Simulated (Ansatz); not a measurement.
CaPd$_{5}$:
```cif
data_CaPd5
_chemical_formula_sum 'Ca1 Pd5'
_space_group_name_H-M_alt 'P6/mmm'
_space_group_IT_number 191
_space_group_name_Hall '-P 6 2'
_cell_length_a 5.29464
_cell_length_b 5.29464
_cell_length_c 4.42318
_cell_angle_alpha 90.000
_cell_angle_beta 90.000
_cell_angle_gamma 120.000
loop_
_atom_site_label
_atom_site_type_symbol
_atom_site_symmetry_multiplicity
_atom_site_Wyckoff_symbol
_atom_site_fract_x
_atom_site_fract_y
_atom_site_fract_z
_atom_site_occupancy
Ca1 Ca 1 a 0.00000 0.00000 0.00000 1
Pd1 Pd 2 c 0.33333 0.66667 0.00000 1
Pd2 Pd 3 g 0.50000 0.50000 0.50000 1
```

This is the r²SCAN-relaxed structure.

**Question.** All from the program Ansatz at the r²SCAN level (PAW), unless another level is named. Give the density of states at the Fermi level.

**Answer.** 0.92 states/eV per atom (mean over ±0.08 eV).

**Question.** Predict the formation energy from the elements (no fitted shifts).

**Answer.** -0.38 eV/atom.

The workflow started from a Materials Project entry (that database holds measured and hypothetical structures alike); the Crystallography Open Database files this formula in space group No. 191, but the cells were not matched. Whether it is the stable phase at ambient conditions was not checked. The r²SCAN relaxation kept the symmetry of its start; whether a distortion lowers the energy is not shown. The run is not spin-polarised. The references are the lowest solids computed at this level, not always the standard phases. Spin–orbit coupling is left out wherever it is not named.

Potentials: the later of the program's two PAW sets.
